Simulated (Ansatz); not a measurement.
A geometry of Nb away from equilibrium: step 2 of the relaxation of a relaxed Nb cell displaced along its unstable phonon at q = (½, ½, ½) of its primitive reciprocal cell (113i cm⁻¹), largest move 0.15 Å. Method: r2SCAN (plane waves to 500 eV, PAW, scalar-relativistic; Ansatz, an electronic-structure program). Γ-centred k-mesh 13×13×13 on the run's cell (coarser than for final values), Fermi–Dirac smearing 0.05 eV. The plane waves were selected for a different cell earlier on the path.

```
Nb
1.0
   -5.10644     5.19453     2.80535
    0.00000     0.00000     2.80535
    0.00000     5.19453     0.00000
Nb
4
Direct
  0.00000   0.25701   0.43362
  0.50000   0.25701   0.56638
  0.00000   0.99299   0.93362
  0.50000   0.99299   0.06638
```

**Question.** Give the Cartesian forces on all atoms (eV/Å).

**Answer.** 
```csv
atom,Fx,Fy,Fz
Nb1,0.00,-0.82,-0.01
Nb2,0.00,0.82,-0.01
Nb3,0.00,-0.82,0.01
Nb4,0.00,0.82,0.01
```

The path ends in Pnma (No. 62). No spin polarisation in the result.

The run could not lose the symmetry of its start, so the end can be a saddle point.

The end of the path is a generated cell of Nb: the first start was made by placing the elements on the sites of a structure type, and the end was not matched to a known phase here, so it may be hypothetical. Known forms of Nb include space group No. 229.
